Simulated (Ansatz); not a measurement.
A geometry of Ga₂O₃ away from equilibrium: the start of the relaxation of a generated trial cell of Ga2O3 in the AFLOW prototype A3B2_hR5_155_e_c (D5_e, as in Ni3S2). These are PBEsol (plane waves to 420 eV, PAW, scalar-relativistic; Ansatz, a program for electronic structure) values and carry that method's errors. Γ-centred k-mesh 7×7×7 on the run's cell (coarser than for final values), Fermi–Dirac smearing 0.05 eV.

```xyz
5
Lattice="2.5099 1.4491 2.0765 -2.5099 1.4491 2.0765 0.0000 -2.8982 2.0765" Properties=species:S:1:pos:R:3:forces:R:3 pbc="T T T" free_energy=-9166.549 pressure_GPa=30.4
O     -1.2805     0.0000     3.1147   -2.5021    0.0000    0.0000
O      0.6403    -1.1090     3.1147    1.2510   -2.1669    0.0000
O      0.6403     1.1090     3.1147    1.2510    2.1669    0.0000
Ga     0.0000     0.0000     1.5704    0.0000    0.0000    0.9949
Ga     0.0000     0.0000     4.6590    0.0000    0.0000   -0.9949
```

Positions in Å, forces in eV/Å, free energy of the cell in eV (comparable only within this code, potentials and settings). Largest force: 2.50 eV/Å, on O1, O2, O3 (atoms numbered as listed); the geometry lies 0.57 eV/atom above the end of its relaxation.

No spin polarisation in the result.

The run could not lose the symmetry of its start, so the end can be a saddle point.

The end of the path is a generated cell of Ga2O3: the first start was made by placing the elements on the sites of a structure type, and the end was not matched to a known phase here, so it may be hypothetical. Known forms of Ga2O3 include space group No. 12, 167.
